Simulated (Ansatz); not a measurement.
Given:

BP:
```xyz
2
Lattice="0.0000 2.2743 2.2743 2.2743 0.0000 2.2743 2.2743 2.2743 0.0000" Properties=species:S:1:pos:R:3 pbc="T T T"
P      3.4114     3.4114     3.4114
B      0.0000     0.0000     0.0000
```

This is the PBE-relaxed structure.

Question: All from PBE in the plane-wave PAW code Ansatz, unless another level is named. Estimate the hole effective mass, band 2 of 3 at the edge.

Answer: 0.26 along [100], 0.26 along [110], 0.64 along [111] (mₑ).

Question: And the band gap?

Answer: 1.25 eV (indirect).

Question: Give the formation energy from the elements (no fitted shifts).

Answer: -0.43 eV/atom.

Question: Next, the conduction-band minimum?

Answer: on the Γ–X line, 83 % of the way from Γ (6 equivalent valleys).

Question: And the weight of the valence-edge state by species (Voronoi cells)?

Answer: B 55 %, P 45 %.

Space group F-43m (zinc blende). The cell was relaxed with PBE under the symmetry of its start. The references are the lowest solids computed at this level, not always the standard phases.

Potentials: the later of the program's two PAW sets.
